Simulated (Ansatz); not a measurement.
Be₃N₂ in space group R3m (No. 160; Pearson symbol hR5), DFT-LDA in the program Ansatz with PAW potentials. The conduction-band minimum lies at F, with 3 equivalent valleys. Second derivatives d²E/dk² of the lowest band at one valley (eV·Å²), along Cartesian directions:

```json
[
 {"direction": "[100]", "d²E/dk²": "19.70"},
 {"direction": "[010]", "d²E/dk²": "21.18"},
 {"direction": "[001]", "d²E/dk²": "27.23"},
 {"direction": "[110]", "d²E/dk²": "19.16"},
 {"direction": "[101]", "d²E/dk²": "15.33"},
 {"direction": "[011]", "d²E/dk²": "19.51"}
]
```

Question: Find the principal effective masses, the density-of-states mass and the conductivity mass.

Answer: Off-diagonal terms follow from H_xy = H[110] − (H_xx + H_yy)/2, and m*/mₑ = 7.620 eV·Å² over each eigenvalue: 0.23, 0.35, 0.59. One valley's DOS mass (m₁m₂m₃)^(1/3) = 0.36, conductivity mass 3/(Σ 1/mᵢ) = 0.34 mₑ.

Question: What effective density of states Nc follows at 300 K for parabolic valleys?

Answer: Nc = 2.509e19 × 3 × (0.36)^(3/2) ≈ 1.6e19 cm⁻³.

Question: With the computed static dielectric constant 12.6 (mean of the diagonal), estimate a hydrogenic donor's binding energy and radius.

Answer: E = 13.606 eV × 0.34/12.6² ≈ 29 meV; a = 0.529 Å × ε/m* ≈ 20 Å. Semilocal masses tend to be too small when the gap is underestimated.

The first step of the workflow began from a Materials Project structure, measured or hypothetical; the Crystallography Open Database copy checked does not list it. COD files the formula under space group No. 206. Its standing as an ambient phase is unchecked. The LDA relaxation kept the symmetry of its start; its stability against distortions is not shown here.

Potentials: the later of the program's two PAW sets.
